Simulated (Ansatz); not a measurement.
Ta5As4 in space group I4/m (No. 87; Ta on 2a, As on 8h, Ta on 8h), LDA in the plane-wave PAW code Ansatz, all energies at zero smearing, with the estimated change up to a 700 eV cutoff added, with one set of potentials and settings (totals compare only within such a set). Cell of 9 atoms (5 Ta, 4 As): -67512.885 eV.

```json
[
 {"element": "Ta", "reference phase": "Im-3m, 1 atoms in the cell", "E (eV/atom)": "-9682.6136"},
 {"element": "As", "reference phase": "R-3m, 2 atoms in the cell", "E (eV/atom)": "-4773.6736"}
]
```

Formation energy per atom, worked out: (-67512.885 − 5×(-9682.6136) − 4×(-4773.6736))/9 = -0.569 eV/atom (-55 kJ per mol of atoms), at 0 K, without zero-point energy or fitted corrections.

The workflow started from an entry of the Crystallography Open Database (COD). Its standing as an ambient phase is unchecked. The cell was relaxed with LDA under the symmetry of its start; whether a distortion lowers the energy is not shown. The run is not spin-polarised. The references are the lowest solids computed at this level, not always the standard phases. Spin–orbit coupling is left out wherever it is not named.

Potentials: the later of the program's two PAW sets.
